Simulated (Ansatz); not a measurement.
**Mn2As2H: reading a single point**

```
Mn As H
1.0
     5.08273   -1.13216    0.55018
    -0.16573    6.07213    0.56767
    -0.20336   -1.24092    5.65512
Mn As H
4 4 2
Direct
  0.65369 0.39167 0.61640
  0.45205 0.29801 0.08953
  0.34862 0.68761 0.46704
  0.05785 0.18729 0.75714
  0.85041 0.95064 0.34892
  0.59760 0.89687 0.91301
  0.01703 0.70821 0.88068
  0.96794 0.41419 0.19702
  0.66646 0.65131 0.09297
  0.28939 0.27485 0.44071
```

Method: LDA, no spin polarisation; PAW, plane waves to 420 eV, 4×3×3 (shifted by 0.5, 0.5, 0.5 steps) mesh, fermi-dirac occupations (width 0.1 eV) (Ansatz 0.2.0), atoms fixed.

- Forces: The largest is on As5: 2.06 eV/Å, components (-0.76, 0.19, 1.90). It makes 127° with the line to a nearest neighbour, H9 at 2.31 Å.
- Stress: The pressure is -25.6 GPa (compression positive), so with the atoms held at these fractions the cell would first shrink; the forces are large, so a full relaxation may end otherwise. The principal stresses -28.9, -27.4, -20.4 GPa differ, so its shape would change too.
- At the Fermi level: It is a metal on this mesh, though the bands barely overlap, with about 24 states/eV a cell as the mean within 0.25 eV of the Fermi level, mostly Mn d (90 %).
- Contacts: As–H at 2.04 Å: least valence density 0.35 e/Å³ and ELF 0.53 there. Mn–H at 2.12 Å: least valence density 0.25 e/Å³ and ELF 0.31 there. As–As at 2.67 Å: least valence density 0.35 e/Å³ and ELF 0.53 there. Both are smooth PAW fields, read partly inside the augmentation spheres.

Origin: a disordered cell, so it need not be a known compound. Caveats: no spin polarisation, so a magnetic state may lie lower; the k mesh is coarse if the cell is a metal; atoms or cell far from equilibrium.
